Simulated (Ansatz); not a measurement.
Lu₃Si in the antiAuCu3 structure

Method: PBEsol, scalar-relativistic; no spin polarisation; PAW, 420 eV, Γ-centred 8×8×8 mesh, 0.05 eV Gaussian smearing; code Ansatz. The datasets are Ansatz's generated set soft_2.

```
CELL_PARAMETERS angstrom
4.44343 0.00000 0.00000
0.00000 4.44343 0.00000
0.00000 0.00000 4.44343
ATOMIC_POSITIONS crystal
Lu 0.00000 0.50000 0.50000
Lu 0.50000 0.50000 0.00000
Lu 0.50000 0.00000 0.50000
Si 0.00000 0.00000 0.00000
```

The cell came from substitution into a structure type; whether the compound takes it is for experiment to say.

Cell and atoms are those of this level's equilibrium.

The cell has space group Pm-3m (read at 0.01 Å). In it the stress is -0.07, -0.07, -0.07, 0.00, 0.00, 0.00 GPa and the largest force component 0.000 eV/Å. Each change below starts from this cell, without further relaxation. Stress is in GPa, positive in compression, in the order xx, yy, zz, yz, xz, xy; energies are counted from the cell above and are free energies with the smearing's entropy, which match forces and stress in a metal.

Task: One atom was moved along a Cartesian axis, and these forces appeared. Which atom, and about how far?
```tsv
atom	Fx (eV/Å)	Fy	Fz
Lu1	0.000	0.000	0.028
Lu2	0.000	0.000	0.211
Lu3	0.000	0.000	-0.281
Si4	0.000	0.000	0.042
```

Result: Atom 3 (Lu) is moved by 0.05 Å along z; the energy changes by 7.0 meV per cell.

Task: A single strain component, atoms carried along, gave the stress -1.41, -3.12, -1.41, 0.00, 0.00, 0.00. Which component, and about how large?

Result: An engineering strain of 3 % in yy; the energy changes by 26.8 meV per cell.

For elements this heavy, spin–orbit coupling would shift levels and gaps; it isn't included here. The cell is a metal with an odd number of electrons, and spin polarisation wasn't tried.
